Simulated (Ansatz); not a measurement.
Ansatz (a quantum-chemistry and plane-wave program) input:

Ansatz 0.2 input:
```yaml
crystal:
  lattice:
    - [2.8936381333, 0.0, 0.0]
    - [-1.4468190666, 2.5059641328, 0.0]
    - [0.0, 0.0, 12.0072527267]
  atoms:
    - { symbol: V, position: [0.6666666667, 0.3333333333, 0.589350836] }
    - { symbol: V, position: [0.3333333333, 0.6666666667, 0.410649164] }
    - { symbol: V, position: [0.3333333333, 0.6666666667, 0.089350836] }
    - { symbol: V, position: [0.6666666667, 0.3333333333, 0.910649164] }
    - { symbol: Si, position: [0.6666666667, 0.3333333333, 0.25] }
    - { symbol: Si, position: [0.3333333333, 0.6666666667, 0.75] }
    - { symbol: N, position: [0.0, 0.0, 0.5] }
    - { symbol: N, position: [0.0, 0.0, 0.0] }
kpoints:
  mp_grid: { grid: [23, 23, 5] }
hamiltonian:
  xc: pbesol
  pseudopotentials: { azcp: { folder: ./paw }, kind: paw }
scf:
  occupations: { method: fermi_dirac, width: 0.1 }
elastic: { mode: relaxed_ion, stencil: two_point, amplitude: 0.005, f_tol: 0.0005 }
```

Output (shortened):

```
Pseudopotential: V, paw, valence charge 13
Pseudopotential: Si, paw, valence charge 4
Pseudopotential: N, paw, valence charge 5
Functional definition: PBEsol
Crystal: 8 atoms, lattice volume = 87.069 Å³
Basis set: ecut = 420 eV, 1697 PW (Γ), exchange–correlation on 40×40×162 points (8 copies of the dense FFT grid, shifted against one another)
Bands: 43, of which v1, the nominal top of the filled ones, is band 35 counted from 1 (34 counted from 0)
Symmetry: 24 space group operations
Space group: P63/mmc (ITA 194), of the structure as read, at distance tolerance 4.4e-5 Å
k-points: 168 of 2645
SCF 1 converged in 14 iterations: F = -13548.555442 eV  dr2 = 3.08e-14
relax step   1: F+E_penalty+E_count = -13548.55544236 eV  Δ(F+E_penalty+E_count) = +0.000e0 eV  max|allowed force component| = 5.715e-3 eV/Å  Δτ_max = 0.0000 Å  (14 SCF iters, accepted)
Crystal: 8 atoms, lattice volume = 87.069 Å³
SCF 2 converged in 11 iterations: F = -13548.555445 eV  dr2 = 4.26e-14
relax step   2: F+E_penalty+E_count = -13548.55544473 eV  Δ(F+E_penalty+E_count) = -2.372e-6 eV  max|allowed force component| = 2.785e-3 eV/Å  Δτ_max = 0.0001 Å  (11 SCF iters, accepted)
Crystal: 8 atoms, lattice volume = 87.069 Å³
SCF 3 converged in 9 iterations: F = -13548.555445 eV  dr2 = 2.98e-15
relax step   3: F+E_penalty+E_count = -13548.55544547 eV  Δ(F+E_penalty+E_count) = -7.381e-7 eV  max|allowed force component| = 1.469e-6 eV/Å  Δτ_max = 0.0001 Å  (9 SCF iters, accepted)
Crystal: 8 atoms, lattice volume = 87.069 Å³
SCF 4 converged in 14 iterations: F = -13548.555445 eV  dr2 = 0.0
Crystal: 8 atoms, lattice volume = 86.633 Å³
Symmetry: 8 space group operations
k-points: 432 of 2645
SCF 5 converged in 12 iterations: F = -13548.552550 eV  dr2 = 6.06e-14
relax step   1: F+E_penalty+E_count = -13548.55255048 eV  Δ(F+E_penalty+E_count) = +0.000e0 eV  max|allowed force component| = 4.519e-2 eV/Å  Δτ_max = 0.0000 Å  (12 SCF iters, accepted)
Crystal: 8 atoms, lattice volume = 86.633 Å³
SCF 6 converged in 11 iterations: F = -13548.552788 eV  dr2 = 8.78e-15
relax step   2: F+E_penalty+E_count = -13548.55278786 eV  Δ(F+E_penalty+E_count) = -2.374e-4 eV  max|allowed force component| = 2.000e-3 eV/Å  Δτ_max = 0.0028 Å  (11 SCF iters, accepted)
Crystal: 8 atoms, lattice volume = 86.633 Å³
SCF 7 converged in 12 iterations: F = -13548.552789 eV  dr2 = 1.54e-19
relax step   3: F+E_penalty+E_count = -13548.55278875 eV  Δ(F+E_penalty+E_count) = -8.908e-7 eV  max|allowed force component| = 4.383e-4 eV/Å  Δτ_max = 0.0004 Å  (12 SCF iters, accepted)
Crystal: 8 atoms, lattice volume = 86.633 Å³
SCF 8 converged in 12 iterations: F = -13548.552789 eV  dr2 = 4.61e-18
Crystal: 8 atoms, lattice volume = 87.504 Å³
Basis set: ecut = 420 eV, 1713 PW (Γ), exchange–correlation on 40×40×162 points (8 copies of the dense FFT grid, shifted against one another)
SCF 9 converged in 12 iterations: F = -13548.553597 eV  dr2 = 5.80e-14
relax step   1: F+E_penalty+E_count = -13548.55359739 eV  Δ(F+E_penalty+E_count) = +0.000e0 eV  max|allowed force component| = 4.346e-2 eV/Å  Δτ_max = 0.0000 Å  (12 SCF iters, accepted)
Crystal: 8 atoms, lattice volume = 87.504 Å³
SCF 10 converged in 11 iterations: F = -13548.553821 eV  dr2 = 8.29e-15
relax step   2: F+E_penalty+E_count = -13548.55382093 eV  Δ(F+E_penalty+E_count) = -2.235e-4 eV  max|allowed force component| = 7.594e-4 eV/Å  Δτ_max = 0.0031 Å  (11 SCF iters, accepted)
Crystal: 8 atoms, lattice volume = 87.504 Å³
SCF 11 converged in 8 iterations: F = -13548.553821 eV  dr2 = 1.60e-14
relax step   3: F+E_penalty+E_count = -13548.55382102 eV  Δ(F+E_penalty+E_count) = -8.707e-8 eV  max|allowed force component| = 6.842e-5 eV/Å  Δτ_max = 0.0001 Å  (8 SCF iters, accepted)
Crystal: 8 atoms, lattice volume = 87.504 Å³
SCF 12 converged in 12 iterations: F = -13548.553821 eV  dr2 = 6.10e-19
Crystal: 8 atoms, lattice volume = 86.633 Å³
Basis set: ecut = 420 eV, 1695 PW (Γ), exchange–correlation on 40×40×162 points (8 copies of the dense FFT grid, shifted against one another)
SCF 13 converged in 12 iterations: F = -13548.551737 eV  dr2 = 2.28e-14
relax step   1: F+E_penalty+E_count = -13548.55173691 eV  Δ(F+E_penalty+E_count) = +0.000e0 eV  max|allowed force component| = 3.761e-2 eV/Å  Δτ_max = 0.0000 Å  (12 SCF iters, accepted)
Crystal: 8 atoms, lattice volume = 86.633 Å³
SCF 14 converged in 11 iterations: F = -13548.551868 eV  dr2 = 5.70e-15
relax step   2: F+E_penalty+E_count = -13548.55186809 eV  Δ(F+E_penalty+E_count) = -1.312e-4 eV  max|allowed force component| = 9.422e-4 eV/Å  Δτ_max = 0.0018 Å  (11 SCF iters, accepted)
Crystal: 8 atoms, lattice volume = 86.633 Å³
SCF 15 converged in 8 iterations: F = -13548.551868 eV  dr2 = 2.05e-14
relax step   3: F+E_penalty+E_count = -13548.55186817 eV  Δ(F+E_penalty+E_count) = -8.258e-8 eV  max|allowed force component| = 1.968e-6 eV/Å  Δτ_max = 0.0000 Å  (8 SCF iters, accepted)
Crystal: 8 atoms, lattice volume = 86.633 Å³
SCF 16 converged in 12 iterations: F = -13548.551868 eV  dr2 = 1.73e-19
Crystal: 8 atoms, lattice volume = 87.504 Å³
Basis set: ecut = 420 eV, 1709 PW (Γ), exchange–correlation on 40×40×162 points (8 copies of the dense FFT grid, shifted against one another)
SCF 17 converged in 12 iterations: F = -13548.553844 eV  dr2 = 2.33e-14
relax step   1: F+E_penalty+E_count = -13548.55384449 eV  Δ(F+E_penalty+E_count) = +0.000e0 eV  max|allowed force component| = 3.613e-2 eV/Å  Δτ_max = 0.0000 Å  (12 SCF iters, accepted)
Crystal: 8 atoms, lattice volume = 87.504 Å³
SCF 18 converged in 11 iterations: F = -13548.553972 eV  dr2 = 4.72e-15
relax step   2: F+E_penalty+E_count = -13548.55397171 eV  Δ(F+E_penalty+E_count) = -1.272e-4 eV  max|allowed force component| = 1.680e-3 eV/Å  Δτ_max = 0.0017 Å  (11 SCF iters, accepted)
Crystal: 8 atoms, lattice volume = 87.504 Å³
SCF 19 converged in 8 iterations: F = -13548.553972 eV  dr2 = 7.09e-14
relax step   3: F+E_penalty+E_count = -13548.55397199 eV  Δ(F+E_penalty+E_count) = -2.748e-7 eV  max|allowed force component| = 4.149e-6 eV/Å  Δτ_max = 0.0001 Å  (8 SCF iters, accepted)
Crystal: 8 atoms, lattice volume = 87.504 Å³
SCF 20 converged in 11 iterations: F = -13548.553972 eV  dr2 = 1.74e-18
Crystal: 8 atoms, lattice volume = 87.068 Å³
Basis set: ecut = 420 eV, 1705 PW (Γ), exchange–correlation on 40×40×162 points (8 copies of the dense FFT grid, shifted against one another)
Symmetry: 4 space group operations
k-points: 696 of 2645
SCF 21 converged in 10 iterations: F = -13548.554238 eV  dr2 = 4.44e-14
relax step   1: F+E_penalty+E_count = -13548.55423834 eV  Δ(F+E_penalty+E_count) = +0.000e0 eV  max|allowed force component| = 2.920e-2 eV/Å  Δτ_max = 0.0000 Å  (10 SCF iters, accepted)
Crystal: 8 atoms, lattice volume = 87.068 Å³
SCF 22 converged in 8 iterations: F = -13548.554393 eV  dr2 = 7.04e-14
relax step   2: F+E_penalty+E_count = -13548.55439312 eV  Δ(F+E_penalty+E_count) = -1.548e-4 eV  max|allowed force component| = 8.367e-3 eV/Å  Δτ_max = 0.0021 Å  (8 SCF iters, accepted)
Crystal: 8 atoms, lattice volume = 87.068 Å³
SCF 23 converged in 9 iterations: F = -13548.554407 eV  dr2 = 6.81e-15
relax step   3: F+E_penalty+E_count = -13548.55440660 eV  Δ(F+E_penalty+E_count) = -1.348e-5 eV  max|allowed force component| = 5.358e-5 eV/Å  Δτ_max = 0.0008 Å  (9 SCF iters, accepted)
Crystal: 8 atoms, lattice volume = 87.068 Å³
SCF 24 converged in 14 iterations: F = -13548.554407 eV  dr2 = 1.46e-18
Crystal: 8 atoms, lattice volume = 87.068 Å³
SCF 25 converged in 10 iterations: F = -13548.554238 eV  dr2 = 3.63e-14
relax step   1: F+E_penalty+E_count = -13548.55423834 eV  Δ(F+E_penalty+E_count) = +0.000e0 eV  max|allowed force component| = 2.920e-2 eV/Å  Δτ_max = 0.0000 Å  (10 SCF iters, accepted)
Crystal: 8 atoms, lattice volume = 87.068 Å³
SCF 26 converged in 9 iterations: F = -13548.554406 eV  dr2 = 7.49e-14
relax step   2: F+E_penalty+E_count = -13548.55440615 eV  Δ(F+E_penalty+E_count) = -1.678e-4 eV  max|allowed force component| = 1.944e-3 eV/Å  Δτ_max = 0.0029 Å  (9 SCF iters, accepted)
Crystal: 8 atoms, lattice volume = 87.068 Å³
SCF 27 converged in 8 iterations: F = -13548.554407 eV  dr2 = 6.66e-14
relax step   3: F+E_penalty+E_count = -13548.55440658 eV  Δ(F+E_penalty+E_count) = -4.362e-7 eV  max|allowed force component| = 2.381e-4 eV/Å  Δτ_max = 0.0001 Å  (8 SCF iters, accepted)
Crystal: 8 atoms, lattice volume = 87.068 Å³
SCF 28 converged in 14 iterations: F = -13548.554407 eV  dr2 = 1.27e-19
SCF converged after 14 iterations
Stability not checked: this state was not tested for a lower state beside it, because too few of the mixer's solves of this state at the end of the SCF gave a …
Free energy (F): -13548.555445 eV
Harris-Foulkes:  -13548.555445 eV  (|F-HF|=1.82e-12)
Internal energy: -13548.338653 eV  (E = F + TS)
E sigma→0 (E₀):  -13548.447049 eV
Entropy (-TS):   -0.216792 eV (-27.099 meV/atom)
Fermi energy:    16.293501 eV
--- Per-component energies (eV) ---
  E_band       = -516.452988
  E_kinetic    = 1537.450278
  E_local      = -6132.675157  (includes V_loc(G=0)·N_el)
  E_nonlocal   = 451.490052
  E_hartree    = 2681.531261
  E_xc         = -694.088316
  E_vxc        = -836.103110  (∫ρ·V_xc dr)
  E_paw        = -5642.604512  (= ΣΔE_a)
  E_vpaw       = -899.684014  (= ΣTr[D̂ρ^β])
  E_aug_tail   = 0.006441  (compensation charges beyond the density's cutoff)
  E_ewald      = -5750.166737
  E_core_change = 0.718036  (= ΣΔE_core)
  E_smearing   = -0.216792  (= −TS)
  E_closure    =  0.000000  (closes the sum)
  Σ components = -13548.555445   (vs F -13548.555445, Δ=0.00e0)
--- Forces (eV/Å), atoms counted from 1 ---
  atom   1  V      0.00000000     0.00000000     0.00000146
  atom   2  V      0.00000000     0.00000000    -0.00000146
  atom   3  V      0.00000000     0.00000000     0.00000146
  atom   4  V      0.00000000     0.00000000    -0.00000146
  atom   5  Si     0.00000000     0.00000000     0.00000000
  atom   6  Si     0.00000000     0.00000000     0.00000000
  atom   7  N      0.00000000     0.00000000     0.00000000
  atom   8  N      0.00000000     0.00000000     0.00000000
  max |Σ_I F_I| component: 5.09e-17 eV/Å
--- Stress (GPa, compression-positive) ---
        0.181655       0.000000       0.000000
        0.000000       0.181655       0.000000
        0.000000       0.000000       0.381456
  P = ⅓ Tr σ = 0.2483 GPa (2.483 kbar)
--- Band table (eV; the first three rows and the last of 168) ---
  k-point 0: bands = ["-48.1663", "-48.1660", "-48.0775", "-48.0771", "-22.3936", "-22.3844", "-21.9790", "-21.9790", "-21.9786", "-21.9786", "-21.9341", "-21.9241", "-21.9215", "-21.9215", "-21.9212", "-21.9212", "-0.8001", "-0.7465", "4.5156", "4.9184", …
  k-point 1: bands = ["-48.1663", "-48.1660", "-48.0774", "-48.0771", "-22.3928", "-22.3853", "-21.9789", "-21.9789", "-21.9787", "-21.9787", "-21.9331", "-21.9250", "-21.9215", "-21.9215", "-21.9212", "-21.9212", "-0.7951", "-0.7517", "4.5494", "4.8739", …
  k-point 2: bands = ["-48.1662", "-48.1661", "-48.0773", "-48.0772", "-22.3905", "-22.3876", "-21.9788", "-21.9788", "-21.9787", "-21.9787", "-21.9306", "-21.9275", "-21.9214", "-21.9214", "-21.9213", "-21.9213", "-0.7819", "-0.7653", "4.6417", "4.7649", …
  k-point 167: bands = ["-48.0621", "-48.0621", "-48.0576", "-48.0576", "-22.3559", "-22.3557", "-22.2995", "-22.2987", "-22.2897", "-22.2890", "-22.1434", "-22.1432", "-21.9911", "-21.9896", "-21.9775", "-21.9760", "0.3039", "0.3039", "9.1389", "9.1681", …
--- Elastic constants: 3 strain directions × 2 members + reference (group order 24) ---
  dense FFT box of the reference and of every strained cell: 20×20×81
  strains applied: 11, 33, 23; error gains …
  reference relaxed by the batch: 3 steps …
  largest displacement 2.7e-4 Å; the constants are those of the deck's cell at these positions:
  atoms:
    - { symbol: V, position: [0.6666666666666666, 0.33333333333333337, 0.5893281752820182] }
    - { symbol: V, position: [0.33333333333333337, 0.6666666666666667, 0.41067182471798197] }
    - { symbol: V, position: [0.33333333333333337, 0.6666666666666667, 0.08932817528201817] }
    - { symbol: V, position: [0.6666666666666666, 0.33333333333333337, 0.9106718247179819] }
    - { symbol: Si, position: [0.6666666666666666, 0.33333333333333337, 0.25000000000000006] }
    - { symbol: Si, position: [0.33333333333333337, 0.6666666666666667, 0.7500000000000001] }
    - { symbol: N, position: [0.0, 0.0, 0.5000000000000001] }
    - { symbol: N, position: [0.0, 0.0, 0.0] }
  C = ∂σ_k/∂η_j (tension-positive GPa; Voigt order 11 22 33 23 13 12):
       314.081    143.733    181.598      0.000      0.000      0.000
       143.733    314.081    181.598      0.000      0.000      0.000
       181.819    181.819    371.385      0.000      0.000      0.000
         0.000      0.000      0.000    152.395      0.000      0.000
         0.000      0.000      0.000      0.000    152.395      0.000
         0.000      0.000      0.000      0.000      0.000     85.174
  reference stress σ⁰ (GPa):     -0.182     -0.182     -0.381      0.000      0.000      0.000
  moduli (Voigt/Reuss/Hill, GPa): K = 223.76/219.50/221.63   G = 110.82/100.98/105.90   E = 274.05   ν = 0.294
  mechanically stable: yes (min eigenvalue of sym C = 85.17 GPa)
  strain η (Voigt 11):  stress-route row diagonal C_11 = 314.08 GPa, energy-path curvature d²(F+E_count+ΔE)/dδ²/Ω₀ = 314.20 GPa
         δ    σ_11 (GPa)             F (eV)   n_scf  n_hpsi   n_pw
    -5.000e-3      -1.7781      -13548.5527888      12  346705   1715   relax 3 steps, max|allowed force component| 4.38e-4 eV/Å
     5.000e-3       1.3627      -13548.5538210      12  348747   1741   relax 3 steps, max|allowed force component| 6.84e-5 eV/Å
  strain η (Voigt 33):  stress-route row diagonal C_33 = 371.38 GPa, energy-path curvature d²(F+E_count+ΔE)/dδ²/Ω₀ = 371.39 GPa
         δ    σ_33 (GPa)             F (eV)   n_scf  n_hpsi   n_pw
    -5.000e-3      -2.2583      -13548.5518682      12  135103   1716   relax 3 steps, max|allowed force component| 1.97e-6 eV/Å
     5.000e-3       1.4555      -13548.5539720      11  127526   1733   relax 3 steps, max|allowed force component| 4.15e-6 eV/Å
  strain η (Voigt 23):  stress-route row diagonal C_44 = 152.40 GPa, energy-path curvature d²(F+E_count+ΔE)/dδ²/Ω₀ = 152.71 GPa
         δ    σ_23 (GPa)             F (eV)   n_scf  n_hpsi   n_pw
    -5.000e-3      -0.7620      -13548.5544066      14  627443   1728   relax 3 steps, max|allowed force component| 5.36e-5 eV/Å
     5.000e-3       0.7620      -13548.5544066      14  626701   1728   relax 3 steps, max|allowed force component| 2.38e-4 eV/Å
```

Cost: about 80 core-minutes (a rough figure) on shared cores.

Space group P6_3/mmc. The start of the workflow was typed in or built on a structure type; neither database checked (COD, Materials Project) lists it. Whether it is the stable phase at ambient conditions was not checked. The cell was relaxed with PBEsol under the symmetry of its start; whether a distortion lowers the energy is not shown. No spin polarisation was allowed. As this level gives no gap, shear constants depend on the k-mesh and smearing (Fermi–Dirac, 0.1 eV here). On the denser mesh and wider smearing of the elastic run this cell carries a stress of 0.4 GPa.

Potentials: the earlier of the program's two PAW sets. The files were generated under PBE; for other functionals the program regenerates the frozen cores, and for LDA and PBEsol the local potential too.

Ansatz is a plane-wave DFT program.
